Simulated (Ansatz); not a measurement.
# Property card for SiGe

SiGe:
```
CELL_PARAMETERS angstrom
      3.92805     0.00000     0.00000
      0.00000     3.92567     0.00000
      0.00000     0.00000    11.09883
ATOMIC_POSITIONS crystal
  Si 0.25000 0.00000 0.31923
  Si 0.25000 0.50000 0.43956
  Si 0.75000 0.50000 0.56044
  Si 0.75000 0.00000 0.68077
  Ge 0.25000 0.00000 0.80539
  Ge 0.25000 0.50000 0.93537
  Ge 0.75000 0.50000 0.06463
  Ge 0.75000 0.00000 0.19461
```

Space group Pmma (No. 51); conventional cell a = 3.928 Å, b = 3.926 Å, c = 11.099 Å, α = β = γ = 90.00°.

Method: r²SCAN in the plane-wave PAW code Ansatz. The cell and atoms are relaxed at this level. Other levels are named where they apply.

### Cell and energy

| Property | Value |
|---|---|
| Volume per atom | 21.39 Å³ |
| Density | 3.91 g/cm³ |
| Formation energy from the elements (no fitted shifts) | 0.9 kJ/mol of atoms |

### Electronic structure

| Item | Result |
|---|---|
| Band gap | 0.55 eV (indirect) |
| Valence-band maximum | at Γ |
| Conduction-band minimum | at Z (k = 0.000, 0.000, 0.500 in fractions of the reciprocal vectors) |
| Smallest direct gap on the standard path | 0.64 eV |
| Electron effective mass | 0.15, 0.28, 3.1 mₑ (principal values) |
| Electron effective mass with spin–orbit coupling | 0.15, 0.28, 3.1 mₑ (principal values) |
| Hole effective mass | 0.069, 0.23, 1.9 mₑ (principal values) |
| Hole effective mass with spin–orbit coupling | 0.093, 0.21, 0.24 mₑ (principal values) |
| HSE06 gap on the r²SCAN cell | 0.92 eV |
| Gap with spin–orbit coupling | 0.50 eV |

### Mechanics

| Quantity | Result |
|---|---|
| Bulk modulus (Birch–Murnaghan fit) | 84.2 GPa |
| Pressure derivative B′ | 4.5 |
| Elastic constants (relaxed ions, GPa) | C11 = 177, C22 = 176, C33 = 147, C12 = 24.8, C13 = 52.6, C23 = 52.4, C44 = 74.8, C55 = 74.7, C66 = 47.5 |
| Mechanical stability | stable (all eigenvalues of C positive) |
| Hill bulk and shear moduli | 84.4 and 62.5 GPa |
| Young's modulus | 150 GPa |
| Poisson's ratio | 0.20 |
| Debye temperature from the elastic constants | 474 K |

### Charges

| Property | Value |
|---|---|
| Bader charges | Si +0.01 to +0.17, Ge -0.18 to 0.00 e |

The start of the workflow was typed in or built on a structure type; neither database checked (COD, Materials Project) lists it. Whether it is the stable phase at ambient conditions was not checked. The r²SCAN relaxation kept the symmetry of its start; its stability against distortions is not shown here. The references are the lowest solids computed at this level, not always the standard phases. Scalar-relativistic: spin–orbit coupling is off unless named, which matters more the heavier the elements.

Potentials: the later of the program's two PAW sets.
